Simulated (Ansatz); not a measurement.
TePb (rock salt, Fm-3m) at seven volumes, plane-wave PAW r²SCAN (Ansatz code), scaled uniformly. One row is withheld.

```tsv
V (Å³/atom)	P (GPa)
31.757	?
32.804	2.99
33.851	1.37
34.897	0.00
35.944	-1.17
36.991	-2.16
38.038	-3.00
```

**Question.** Fit the shown pressures and predict the withheld one.

**Answer.** Third-order Birch–Murnaghan: P = (3/2)B₀(x^(7/2) − x^(5/2))[1 + (3/4)(B′ − 4)(x − 1)] with x = (V₀/V)^(2/3). Least squares on the six rows gives V₀ = 34.895 Å³/atom, B₀ = 42.15 GPa, B′ = 4.46. At V = 31.757, x = 1.0648 and P = 4.90 GPa. The run itself gave 4.90 GPa.

Symmetry was held in the r²SCAN relaxation. Spin–orbit coupling is left out wherever it is not named.

Potentials: the earlier of the program's two PAW sets.
